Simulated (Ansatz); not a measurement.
Relaxed-ion elastic tensor of Te₂Mo in space group P6_3/mmc (No. 194; Te on 4f, Mo on 2c) in GPa (Voigt order), DFT-r²SCAN+D4 in the program Ansatz with PAW potentials; density 7.51 g/cm³, 25.88 Å³ per atom.

```
 126  31.9   9.8   0.0   0.0   0.0
31.9   126   9.8   0.0   0.0   0.0
 9.8   9.8  38.4   0.0   0.0   0.0
 0.0   0.0   0.0  16.2   0.0   0.0
 0.0   0.0   0.0   0.0  16.2   0.0
 0.0   0.0   0.0   0.0   0.0  47.1
```

Question: Is the crystal mechanically stable?

Answer: Yes: the smallest eigenvalue of C is 16.2 GPa.

Question: Work out the Voigt, Reuss and Hill averages.

Answer: K_V = 43.8, K_R = 30.1, K_H = 36.9; G_V = 31.8, G_R = 23.7, G_H = 27.8 GPa.

Question: Give Young's modulus, Poisson's ratio, Pugh's ratio and the universal anisotropy index.

Answer: E = 9KG/(3K + G) = 66.6 GPa; ν = 0.20; K/G = 1.33 (brittle by the Pugh limit of 1.75); A_U = 5G_V/G_R + K_V/K_R − 6 = 2.16.

Question: Estimate the sound speeds and the Debye temperature.

Answer: v_l = √((K + 4G/3)/ρ) = 3140 m/s, v_t = √(G/ρ) = 1920 m/s, mean 2120 m/s; Θ = (h/k)(3n/4πV)^(1/3) v_m = 214 K.

Question: How much does each axis shrink under pressure?

Answer: Linear compressibilities β_i = Σ_j S_ij (j = 1 to 3): x 4.9, y 4.9, z 24 per TPa.

The cell was relaxed with r²SCAN+D4 under the symmetry of its start. No spin polarisation was allowed. Scalar-relativistic: spin–orbit coupling is off unless named, which matters more the heavier the elements.

Potentials: the earlier of the program's two PAW sets.
